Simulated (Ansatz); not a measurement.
Hf (hcp, Mg type)

```
CELL_PARAMETERS angstrom
      3.19784     0.00000     0.00000
     -1.59892     2.76941     0.00000
      0.00000     0.00000     5.04744
ATOMIC_POSITIONS crystal
  Hf 0.33333 0.66667 0.75000
  Hf 0.66667 0.33333 0.25000
```

Two coordinates are scanned: the volume, and the ratio of the stretch along z (the conventional c axis) to the stretch across it. Atoms keep their fractional coordinates.

All values below come from r2SCAN (plane waves to 500 eV, PAW, scalar-relativistic; Ansatz, a first-principles code). k mesh 17×17×9 (Γ-centred), Fermi-Dirac smearing 0.05 eV. Energies are smeared free energies. With partly filled bands, the response to shear is sensitive to the k mesh, so small differences along c/a are uncertain. Hf is run without spin polarisation. Hf was relaxed with its symmetry unable to fall. Spin-orbit coupling is left out, though Hf is heavy. The PAW data are Ansatz's earlier set. The last digit holds for this mesh only.

Changes of ΔE (kJ/mol of atoms) from the point V/V₀ = 1.000, (c/a)/(c/a)₀ = 1.000 when one coordinate moves alone (two changes are said to add if the coupling is within 5 % of the smaller one, nearly so within 20 %):

```tsv
point	change
V/V₀ = 1.000, (c/a)/(c/a)₀ = 0.880	9.58
V/V₀ = 1.000, (c/a)/(c/a)₀ = 0.920	4.17
V/V₀ = 1.000, (c/a)/(c/a)₀ = 0.960	1.02
V/V₀ = 0.960, (c/a)/(c/a)₀ = 1.000	1.26
V/V₀ = 0.973, (c/a)/(c/a)₀ = 1.000	0.55
V/V₀ = 0.987, (c/a)/(c/a)₀ = 1.000	0.13
V/V₀ = 1.013, (c/a)/(c/a)₀ = 1.000	0.13
V/V₀ = 1.027, (c/a)/(c/a)₀ = 1.000	0.51
V/V₀ = 1.040, (c/a)/(c/a)₀ = 1.000	1.13
V/V₀ = 1.000, (c/a)/(c/a)₀ = 1.040	0.97
V/V₀ = 1.000, (c/a)/(c/a)₀ = 1.080	3.69
V/V₀ = 1.000, (c/a)/(c/a)₀ = 1.120	7.98
```

Task: What is the change at V/V₀ = 1.040, (c/a)/(c/a)₀ = 0.960, where both move, and how far is it from the sum?

Result: The sum of the single changes is 1.13 + (1.02) = 2.15; the calculation gives 2.09, so the coupling contributes -0.06 (under 20 % of the smaller single change, nearly additive).

Task: What is the change at V/V₀ = 1.040, (c/a)/(c/a)₀ = 1.120, where both move, and how far is it from the sum?

Result: The sum of the single changes is 1.13 + (7.98) = 9.11; the calculation gives 9.07, so they add (within 5 % of the smaller single change).

(A scan under strain: stresses follow from slopes of the energy per volume, elastic moduli from its curvatures.)
